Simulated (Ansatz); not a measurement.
GaN (wurtzite), relaxed with r2SCAN: 4 runs in Ansatz, each a construction of maximally localised Wannier functions. The symmetry is P6_3mc (No. 186, hexagonal); conventional cell a = 3.183 Å, c = 5.184 Å, 11.37 Å³ an atom. Ga is surrounded by 4 N at 1.95 Å; N is surrounded by 4 Ga at 1.95 Å. Calculated for a static, non-magnetic cell.

```
Ga N
1.0
     3.18315    0.00000    0.00000
    -1.59157    2.75669    0.00000
     0.00000    0.00000    5.18363
Ga N
2 2
Direct
  0.33333 0.66667 0.99911
  0.66667 0.33333 0.49911
  0.33333 0.66667 0.37589
  0.66667 0.33333 0.87589
```

Windows count from the top of the filled bands; a dash means that no such window was set (without an outer window there is no disentanglement). Rows marked drawn have settings drawn at random (some not listed).

```csv
functional,SCF mesh,trial orbitals,functions,mesh,window (eV),frozen (eV),settings,Ω total (Å²),Ω invariant (Å²),largest spread (Å²),least projectability,"interpolation miss of the model's filled bands (eV, to the nearest computed level)"
PBE,9×9×4,N p,6,6×6×4,–,–,chosen,9.67,9.48,1.65,0.70,0.081
r2SCAN,9×9×4,N p,6,6×6×4,–,–,chosen,9.38,9.21,1.59,0.72,0.070
HSE06,6×6×4,N p,6,6×6×4,–,–,chosen,9.10,8.95,1.55,0.73,–
```

Q: Estimate from these rows what the further settings give.

| functional | SCF mesh | trial orbitals | functions | mesh | window (eV) | frozen (eV) | settings |
| --- | --- | --- | --- | --- | --- | --- | --- |
| PBE | 9×9×4 | N p (plain search) | 6 | 6×6×4 | – | – | drawn |

A:

| functional | SCF mesh | trial orbitals | functions | mesh | window (eV) | frozen (eV) | settings | Ω total (Å²) | Ω invariant (Å²) | largest spread (Å²) | least projectability | interpolation miss of the model's filled bands (eV, to the nearest computed level) |
| --- | --- | --- | --- | --- | --- | --- | --- | --- | --- | --- | --- | --- |
| PBE | 9×9×4 | N p (plain search) | 6 | 6×6×4 | – | – | drawn | 9.67 | 9.48 | 1.65 | 0.70 | 0.084 |
